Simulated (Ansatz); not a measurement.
CsPbCl3 (cubic perovskite)

```
CELL_PARAMETERS angstrom
      5.73565     0.00000     0.00000
      0.00000     5.73565     0.00000
      0.00000     0.00000     5.73565
ATOMIC_POSITIONS crystal
  Cs 0.00000 0.00000 0.00000
  Pb 0.50000 0.50000 0.50000
  Cl 0.00000 0.50000 0.50000
  Cl 0.50000 0.50000 0.00000
  Cl 0.50000 0.00000 0.50000
```

The relaxed cell is deformed in two ways at once: its volume V is scaled, and at that volume it is stretched along z (the c axis of the conventional cell) so that c/a changes. Fractional atomic positions are held.

Calculation: PBE (plane waves to 420 eV, PAW, scalar-relativistic; Ansatz, a quantum-chemistry and plane-wave program). k mesh 6×6×6 (Γ-centred), Fermi-Dirac smearing 0.05 eV. Compression counts positive. CsPbCl3 was relaxed with its symmetry unable to fall. Spin-orbit coupling is left out, though Pb is heavy. The PAW data are Ansatz's earlier set. This is a high-temperature form of CsPbCl3.

Changes of σzz (GPa) from the point V/V₀ = 1.000, (c/a)/(c/a)₀ = 1.000 when one coordinate moves alone (two changes are said to add if the coupling is within 5 % of the smaller one, nearly so within 20 %):

```tsv
point	change
V/V₀ = 1.000, (c/a)/(c/a)₀ = 0.920	3.036
V/V₀ = 1.000, (c/a)/(c/a)₀ = 0.960	1.287
V/V₀ = 0.920, (c/a)/(c/a)₀ = 1.000	2.211
V/V₀ = 0.960, (c/a)/(c/a)₀ = 1.000	0.980
V/V₀ = 1.040, (c/a)/(c/a)₀ = 1.000	-0.781
V/V₀ = 1.080, (c/a)/(c/a)₀ = 1.000	-1.404
V/V₀ = 1.000, (c/a)/(c/a)₀ = 1.040	-0.930
V/V₀ = 1.000, (c/a)/(c/a)₀ = 1.080	-1.584
```

Question: Do the two effects add at V/V₀ = 1.080, (c/a)/(c/a)₀ = 0.920? Give the computed change.

Answer: The sum of the single changes is -1.404 + (3.036) = 1.632; the calculation gives 0.778, so the coupling contributes -0.854 (over 20 % of the smaller single change, not additive).

Question: Do the two effects add at V/V₀ = 0.960, (c/a)/(c/a)₀ = 1.040? Give the computed change.

Answer: The sum of the single changes is 0.980 + (-0.930) = 0.050; the calculation gives -0.147, so the coupling contributes -0.197 (over 20 % of the smaller single change, not additive).

Question: Do the two effects add at V/V₀ = 1.040, (c/a)/(c/a)₀ = 0.920? Give the computed change.

Answer: The sum of the single changes is -0.781 + (3.036) = 2.255; the calculation gives 1.793, so the coupling contributes -0.462 (over 20 % of the smaller single change, not additive).

(Under strain, the slope of the energy per volume gives the stress and its curvature an elastic modulus.)
